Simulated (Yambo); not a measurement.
# How GW settings move the gap: Sr3SbN

G0W0@PBEsol for Sr3SbN (anti-perovskite, space group Pm-3m, No. 221) in Yambo. Reference settings: 2×2×2 Γ-centred k mesh, 406 bands and a 7 Ry block in the screening, 406 bands in G with the Bruneval-Gonze terminator, plasmon pole fitted at 27.2 eV. The PBEsol gap Γ → Γ on this mesh is 0.19 eV; G0W0 gaps are taken between the same points.

```json
[
 {"change from the reference": "reference settings", "G0W0 gap Γ → Γ (eV)": "0.60", "shift of the valence edge (eV)": "-0.26"},
 {"change from the reference": "156 bands in W, 156 bands in G", "G0W0 gap Γ → Γ (eV)": "0.59", "shift of the valence edge (eV)": "0.00"},
 {"change from the reference": "156 bands in G", "G0W0 gap Γ → Γ (eV)": "0.59", "shift of the valence edge (eV)": "-0.18"},
 {"change from the reference": "262 bands in G", "G0W0 gap Γ → Γ (eV)": "0.60", "shift of the valence edge (eV)": "-0.25"},
 {"change from the reference": "3 Ry block", "G0W0 gap Γ → Γ (eV)": "0.39", "shift of the valence edge (eV)": "-0.08"},
 {"change from the reference": "6 Ry block", "G0W0 gap Γ → Γ (eV)": "0.57", "shift of the valence edge (eV)": "-0.23"},
 {"change from the reference": "pole fitted at 15 eV", "G0W0 gap Γ → Γ (eV)": "0.60", "shift of the valence edge (eV)": "-0.16"},
 {"change from the reference": "262 bands in G, no terminator", "G0W0 gap Γ → Γ (eV)": "0.46", "shift of the valence edge (eV)": "0.04"}
]
```

The reference isn't shown to be the converged limit.

The cell is held in this high symmetry; tilts and polar distortions were not searched. So small a PBEsol gap in heavy elements may be inverted, where one-shot corrections to single bands mislead.

The standard potential for Sb keeps a d shell in the valence without the s and p states of that shell. In tests on such compounds this moved G0W0 gaps by up to about 0.9 eV, so absolute quasiparticle energies here are unreliable; differences between settings are what counts.

Spin-orbit coupling is included.

Geometry of the Materials Project entry, not relaxed at this level; primitive cell a = b = c = 5.1950 Å, α = β = γ = 90.00°.

The structure is a Materials Project entry; no match was found in the copy of COD used, and its stability was not checked.

A shift is the quasiparticle energy of the state minus its PBEsol energy.
